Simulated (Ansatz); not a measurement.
Total density of states per atom from r²SCAN in the plane-wave PAW code Ansatz, in 0.25 eV bins, energy from the Fermi level:

```
E (eV)  states/eV/atom
------  --------------
-7.85             0.41
-7.60             0.37
-7.35             0.41
-7.10             0.31
-6.85             0.34
-6.60             0.42
-6.35             0.44
-6.10             0.28
-5.85             0.19
-5.60             0.27
-5.35             0.19
-5.10             0.23
-4.85             0.28
-4.60             0.26
-4.35             0.34
-4.10             0.32
-3.85             0.77
-3.60             1.32
-3.35             2.04
-3.10             1.84
-2.85             1.82
-2.60             1.67
-2.35             1.70
-2.10             2.07
-1.85             1.88
-1.60             2.31
-1.35             2.43
-1.10             2.19
-0.85             2.27
-0.60             2.23
-0.35             1.28
-0.10             0.69
0.15              0.72
0.40              0.37
0.65              0.27
0.90              0.20
1.15              0.13
1.40              0.12
1.65              0.14
1.90              0.14
2.15              0.19
2.40              0.32
2.65              0.51
2.90              0.36
3.15              0.29
3.40              0.37
3.65              0.46
3.90              0.37
4.15              0.27
4.40              0.30
4.65              0.31
```

Task: Which of these materials gives this?
A) Cu2O, Pn-3m (Cu on 4c, O on 2a)
B) HfCuGe2, P4/nmm (Hf on 2c, Cu on 2b, Ge on 2a, Ge on 2c)
C) CuNi3N, anti-perovskite
D) Si2Ni, fluorite or antifluorite type

Result: C, CuNi3N, anti-perovskite. Within 0.5 eV of the Fermi level: Ni 3d 78 %, N 2p 10 %. Projections are on Löwdin-orthogonalised atomic valence shells; empty p or d shells of many metals are not among them.

Space group Pm-3m (anti-perovskite). The first step of the workflow began from a Materials Project structure, measured or hypothetical; the Crystallography Open Database copy checked does not list it. Its standing as an ambient phase is unchecked. The cell was relaxed with r²SCAN under the symmetry of its start; its stability against distortions is not shown here. Spin order of the final state: ferromagnetic, the only order run, not a proven ground state. Other orbital occupations within this spin state were not tried. No Hubbard U is applied.

Potentials: the later of the program's two PAW sets.
